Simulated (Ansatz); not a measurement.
## Data sheet: FeCo (DFT)

FeCo:
```
CELL_PARAMETERS angstrom
      0.00000     2.83946     2.83946
      2.83946     0.00000     2.83946
      2.83946     2.83946     0.00000
ATOMIC_POSITIONS crystal
  Fe 0.25000 0.25000 0.25000
  Fe 0.00000 0.00000 0.00000
  Co 0.50000 0.50000 0.50000
  Co 0.75000 0.75000 0.75000
```
The run is spin-polarised; directions of the spins, atom by atom: ↑ ↑ ↑ ↑.

Space group Fd-3m (No. 227); conventional cell a = b = c = 5.679 Å, α = β = γ = 90.00°.

Method: PBE in the plane-wave PAW code Ansatz. Structure relaxed to zero pressure with the same functional. Other levels are named where they apply.

**Cell and energy**

- Volume per atom = 11.45 Å³
- Density = 8.33 g/cm³
- Formation energy from the elements (no fitted shifts) = -0.002 eV/atom

**Electronic structure**

- Electronic character: metallic (no gap)
- Density of states at the Fermi level: 1.1 states/eV per atom (mean over ±0.08 eV)

**Magnetism**

- Magnetic order = ferromagnetic
- Net moment = 2.19 μB per atom

**Mechanics**

* **Bulk modulus (Birch–Murnaghan fit)**: 192 GPa
* **Pressure derivative B′**: 4.7

The cell is a constructed one: a structure type filled with these elements; neither database checked (COD, Materials Project) lists it. It is not the phase usual at ambient conditions (space group No. 221). The PBE relaxation kept the symmetry of its start; whether a distortion lowers the energy is not shown. Magnetic state: ferromagnetic, chosen from 5 collinear starts compared on coarse meshes (ties went to the first, and starts can fall back to one state), not a proven ground state. The references are the lowest solids computed at this level, not always the standard phases.

Potentials: the later of the program's two PAW sets.
